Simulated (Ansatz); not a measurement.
**What settings do to one calculation: Fe started on a Mg site in rocksalt MgS, 16 atoms, charge 0**

Ansatz (PAW, plane waves), atoms fixed. The base input:

```yaml
crystal:
  lattice:
    - [0.000000, 5.181980, 5.181980]
    - [5.181980, 0.000000, 5.181980]
    - [5.181980, 5.181980, 0.000000]
  atoms:
    - { symbol: S, position: [0.753948, 0.252584, 0.250816] }
    - { symbol: S, position: [0.248999, 0.751125, 0.756864] }
    - { symbol: S, position: [0.251441, 0.750561, 0.249814] }
    - { symbol: S, position: [0.742597, 0.252446, 0.750946] }
    - { symbol: S, position: [0.246226, 0.253283, 0.755020] }
    - { symbol: S, position: [0.746079, 0.748268, 0.256260] }
    - { symbol: S, position: [0.248147, 0.248683, 0.253868] }
    - { symbol: S, position: [0.751275, 0.754654, 0.747407] }
    - { symbol: Mg, position: [0.002165, 0.000973, 0.996927] }
    - { symbol: Mg, position: [0.005441, 0.997663, 0.497163] }
    - { symbol: Mg, position: [0.501468, 0.503331, 0.996093] }
    - { symbol: Mg, position: [0.998307, 0.507816, 0.002448] }
    - { symbol: Mg, position: [0.501504, 0.993236, 0.501991] }
    - { symbol: Mg, position: [0.498322, 0.998827, 0.996689] }
    - { symbol: Mg, position: [0.001986, 0.497617, 0.504068] }
    - { symbol: Fe, position: [0.496285, 0.498319, 0.503912] }
kpoints:
  mp_grid: { grid: [2, 2, 2], shift: [0.5, 0.5, 0.5] }
hamiltonian:
  xc: pbesol
scf:
  occupations: { method: fermi_dirac, width: 0.01 }
output:
  forces: true
  eigenvalues: true
  stress: true
  populations: true
```

Command:

```sh
ansatz run in.yaml --threads 8 --pin off --max-ram 13300MiB --runs-dir r --events-out ev --progress --plain
```

It converged in 11 iterations and 4.7 s of wall time on 8 threads of a Neoverse-N1 processor, on a host shared with other runs; peak host memory 0.76 GiB; largest force component 1.07 eV/Å, pressure -3.58 GPa. The cutoff was the default, 420 eV. The base isn't a converged reference: it has few k points, and its atoms are unrelaxed. Each run below changes the keys shown and caps the iterations.

```csv
run,changed,ending,iterations,free energy less the base (meV per atom),rms change of forces (eV/Å),change of pressure (GPa),"wall time (s, shared host)"
1,"n_extra_bands 60, max_iter 70",converged,10,0.0,0.000,0.00,5.4 CPU
2,"xc pbe0, max_iter 70",converged,30,other zero,0.148,1.50,88 CPU
3,"dispersion rvv10, xc_grid 2 (2 is the default), ecutrho_ratio 6, max_iter 50",refused,–,–,–,–,–
4,"dr2_threshold 0.01, max_iter 90, k points a 2×2×2 mesh centred on Γ",converged,7,18.2,0.012,0.35,4.4 CPU
5,"ecutwfc 300 eV, max_iter 80",converged,11,36.9,0.009,0.09,3.9 CPU
6,"dr2_threshold 1e-09, max_iter 90",converged,13,0.0,0.000,0.00,3.7 CPU
```

«Other zero»: another functional, charge or dispersion term moves the zero of energy, so the difference says nothing of accuracy.

Runs with exact exchange count the iterations of all their loops.

Problem. Which changes leave the result alone, and which of the same physical model moves the forces most?

Solution. The forces move by under 0.002 eV/Å in runs 1, 6. Run 4 (dr2_threshold 0.01, max_iter 90, k points a 2×2×2 mesh centred on Γ) moves them most among the runs with the same functional, charge and dispersion term, by 0.012 eV/Å.

Problem. Why did some runs give no result?

Solution. - run 3: inconsistent input (hamiltonian.dispersion, hamiltonian.xc): `dispersion: rvv10` has no transferable b for PBE exchange — Sabatini et al. (2013) fitted b=6.3 to rPW86, and the PBE refits of Peng & Perdew (2017) are task-dependent (b=6.6 S22 / b=10.0 layered). …
